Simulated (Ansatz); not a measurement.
Input file for Ansatz (a program for electronic structure):

Ansatz 0.2 input:
```yaml
crystal:
  lattice:
    - [3.1728642582, -3.323987081, 0.0]
    - [3.1728642582, 3.323987081, 0.0]
    - [0.0, 0.0, 2.8179369533]
  atoms:
    - { symbol: Al, position: [0.5, 0.5, 0.0] }
    - { symbol: W, position: [0.0, 0.0, 0.5] }
    - { symbol: O, position: [0.3003689631, 0.3003689631, 0.5] }
    - { symbol: O, position: [0.6996310369, 0.6996310369, 0.5] }
    - { symbol: O, position: [0.7855649243, 0.2144350757, 0.0] }
    - { symbol: O, position: [0.2144350757, 0.7855649243, 0.0] }
kpoints:
  mp_grid: { grid: [9, 9, 14] }
basis: { xc_grid: 2, fft_grid_basis: typed }
hamiltonian:
  xc: pbesol
  pseudopotentials: { kind: paw }
scf:
  occupations: { method: gaussian, width: 0.05 }
checkpoint: { read: metal.run }
output: { write_density: true, elf: true, volumetric_format: npy }
```

Output (shortened):

```
Pseudopotential: Al, paw, valence charge 3
Pseudopotential: W, paw, valence charge 14
Pseudopotential: O, paw, valence charge 6
Functional definition: PBEsol
Crystal: 6 atoms, lattice volume = 59.439 Å³
Basis set: ecut = 420 eV, 1149 PW (Γ), exchange–correlation on 64×64×40 points (8 copies of the dense FFT grid, shifted against one another)
Bands: 33, of which v1, the nominal top of the filled ones, is band 21 counted from 1 (20 counted from 0)
Symmetry: 8 space group operations
Space group: Cmmm (ITA 65), of the structure as read, at distance tolerance 3.9e-5 Å
k-points: 200 of 1134
Stability of the state it starts from, as read at its close in the unpolarized treatment …
iter 1 solved again at ethr=1.71e-8 eV; its pass at ethr=3.10e-3 eV (dr2=7.02e-6 eV) is discarded
SCF iter   1: F=—  HF=-13029.332962 eV  |F-HF|=—  |Δ(HF+E_count)|=         —  Δρ=2.43e-7  dr2=2.24e-11  ethr=1.71e-8  ⟨swp⟩=3.9  Hψ=50672  notcnv=0
preconditioner: auto → Kerker (q_TF=auto, 2.565 Å⁻¹)
SCF iter   2: F=-13029.332962 eV  HF=-13029.332962 eV  |F-HF|=9.09e-12  |Δ(HF+E_count)|=   3.46e-8  Δρ=1.26e-7  dr2=5.17e-12  ethr=1.00e-12  ⟨swp⟩=6.5  Hψ=26949  notcnv=0
SCF 1 converged in 2 iterations: F = -13029.332962 eV  dr2 = 5.17e-12
SCF converged after 2 iterations
Free energy (F): -13029.332962 eV
Harris-Foulkes:  -13029.332962 eV  (|F-HF|=9.09e-12)
Internal energy: -13029.331557 eV  (E = F + TS)
E sigma→0 (E₀):  -13029.332260 eV
Entropy (-TS):   -0.001405 eV (-0.234 meV/atom)
Fermi energy:    12.062056 eV
--- Per-component energies (eV) ---
  E_band       = -196.407249
  E_kinetic    = 1179.678962
  E_local      = -2411.063232  (includes V_loc(G=0)·N_el)
  E_nonlocal   = 203.481306
  E_hartree    = 873.971169
  E_xc         = -596.665284
  E_vxc        = -642.641815  (∫ρ·V_xc dr)
  E_paw        = -9500.549347  (= ΣΔE_a)
  E_vpaw       = -273.814678  (= ΣTr[D̂ρ^β])
  E_aug_tail   = 0.009817  (compensation charges beyond the density's cutoff)
  E_ewald      = -2778.577032
  E_core_change = 0.382083  (= ΣΔE_core)
  E_smearing   = -0.001405  (= −TS)
  E_closure    = 0.000000  (closes the sum)
  Σ components = -13029.332962   (vs F -13029.332962, Δ=0.00e0)
  [band-id]    e_kinetic+e_local+e_nonlocal+2·e_hartree+e_vxc+e_vpaw+e_augmentation_tail = -196.407302   (vs E_band -196.407249, Δ=-5.32e-5)
--- Band table (eV; the first three rows and the last of 200) ---
  k-point 0: bands = ["-64.1219", "-28.6888", "-28.2019", "-28.0138", "-9.4038", "-7.5620", "-7.0726", "-7.0648", "2.1036", "4.1096", "4.1225", "5.4849", "5.6772", "6.9813", "7.2756", "7.3953", "8.9690", "9.1144", "9.1345", "9.9340", "10.3198", "13.3847", …
  k-point 1: bands = ["-64.1197", "-28.6852", "-28.1944", "-28.0558", "-9.3454", "-7.5295", "-7.1084", "-7.0438", "2.1828", "4.1768", "4.1865", "5.0373", "6.1829", "6.8654", "7.0221", "7.3133", "8.6635", "9.0785", "9.0806", "9.8879", "10.6061", "13.3551", …
  k-point 2: bands = ["-64.1136", "-28.6751", "-28.1731", "-28.1720", "-9.1791", "-7.4405", "-7.2096", "-6.9841", "2.3953", "4.3602", "4.3766", "4.6311", "6.4210", "6.4564", "6.7493", "7.2562", "7.9718", "8.9004", "8.9653", "9.7378", "11.2200", "13.2879", …
  k-point 199: bands = ["-64.0774", "-28.8131", "-28.6170", "-28.0481", "-7.9579", "-7.9077", "-6.9015", "-6.6799", "3.1464", "3.1919", "3.3845", "4.6047", "4.9536", "5.5289", "7.6300", "7.7029", "8.0781", "8.4540", "8.6906", "9.1476", "12.0356", "12.7225", …
```

Cost: around 11 core-seconds (rough) on shared cores.

The workflow started from a Materials Project entry (that database holds measured and hypothetical structures alike); the Crystallography Open Database copy checked does not list it. COD files the formula under space group No. 12, so this cell is another polymorph or a model. Whether it is the stable phase at ambient conditions was not checked. The cell was relaxed with PBEsol under the symmetry of its start; whether a distortion lowers the energy is not shown. The run is not spin-polarised. No Hubbard U is applied. With an odd number of electrons in the cell and no spin polarisation, the count alone makes it a metal. Spin–orbit coupling is left out wherever it is not named.

Potentials: the later of the program's two PAW sets.

Ansatz is a plane-wave DFT program.
